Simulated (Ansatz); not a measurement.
A geometry of CdGeAs2 away from equilibrium: step 8 of the relaxation of a relaxed CdGeAs2 cell shaken by Gaussian noise of σ = 0.08 Å a coordinate. The numbers are results of PBE (plane waves to 420 eV, PAW, scalar-relativistic; Ansatz, an electronic-structure program), not measurements. Γ-centred k-mesh 5×5×3 on the run's cell (coarser than for final values), Fermi–Dirac smearing 0.05 eV. The plane waves were selected for a different cell earlier on the path.

```xyz
8
Lattice="5.1582 -0.1677 0.0996 -0.1677 5.1862 0.0129 0.1964 0.0255 9.4593" Properties=species:S:1:pos:R:3 pbc="T T T"
As     2.3759     2.5630    -0.3213
As     3.3240     2.7533     4.7908
As     2.9918    -0.1780     0.5363
As     0.5921     1.8954     4.7324
Cd    -0.2346     1.9407    -0.2015
Cd     2.9595     0.1109     4.9072
Ge     1.6080     3.3604     6.8531
Ge     1.8182     2.5594     2.6629
```

Task: What forces act on the atoms (eV/Å)?

Result: 
| atom | Fx | Fy | Fz |
|---|---|---|---|
| As1 | -0.46 | 0.30 | -0.48 |
| As2 | 0.28 | -0.37 | -0.06 |
| As3 | -0.04 | 0.15 | 0.22 |
| As4 | -0.19 | 0.09 | 0.81 |
| Cd5 | 0.26 | -0.54 | 0.11 |
| Cd6 | -0.20 | 0.24 | 0.03 |
| Ge7 | 0.10 | 0.00 | -0.52 |
| Ge8 | 0.26 | 0.12 | -0.11 |

The path ends in P1 (No. 1). No spin polarisation in the result.

The end of the path is a generated cell of CdGeAs2: the first start was made by a random draw of sites in a space group, and the end was not matched to a known phase here, so it may be hypothetical.
